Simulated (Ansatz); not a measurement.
SrIr₂, a database entry at a rescaled volume

```xyz
6
Lattice="0.0000 3.9432 3.9432 3.9432 0.0000 3.9432 3.9432 3.9432 0.0000" Properties=species:S:1:pos:R:3 pbc="T T T"
Sr    0.0000    0.0000    0.0000
Sr    1.9716    1.9716    1.9716
Ir    4.9290    4.9290    4.9290
Ir    4.9290    2.9574    2.9574
Ir    2.9574    2.9574    4.9290
Ir    2.9574    4.9290    2.9574
```

Level: r2SCAN, no spin polarisation; 500 eV; 8×8×8 Γ-centred mesh; fermi-dirac occupations (width 0.1 eV); Ansatz 0.2.0, fixed geometry.

Task: What do density and ELF say about some of the short contacts?

Result: Ir–Ir at 2.79 Å: least valence density 0.39 e/Å³ and ELF 0.36 there. Sr–Ir at 3.27 Å: least valence density 0.13 e/Å³ and ELF 0.07 there. Sr–Sr at 3.41 Å: least valence density 0.05 e/Å³ and ELF 0.02 there. Both are smooth PAW fields, read partly inside the augmentation spheres.

Task: How is the charge shared?

Result: Bader charges in e: Sr +1.36, Ir -0.68. In the mean Sr gives up most and Ir takes most.

Task: What does the stress say?

Result: The pressure is -9.8 GPa (compression positive), so with the atoms held at these fractions the cell would first shrink.

Task: Is it stable against the elements?

Result: -0.28 eV an atom against the elements' usual phases (free molecules for gases, crystals otherwise, with no correction for O₂ or N₂), so it is bound against them; other compounds may still compete. Relaxing would lower it.

Task: What happens at the Fermi level?

Result: It is a metal, with about 5.6 states/eV a cell as the mean within 0.25 eV of the Fermi level, mostly Ir d (93 %).

Origin: a database entry at a rescaled volume. Caveats: many states at the Fermi level without spin polarisation, so a magnetic state may lie lower.
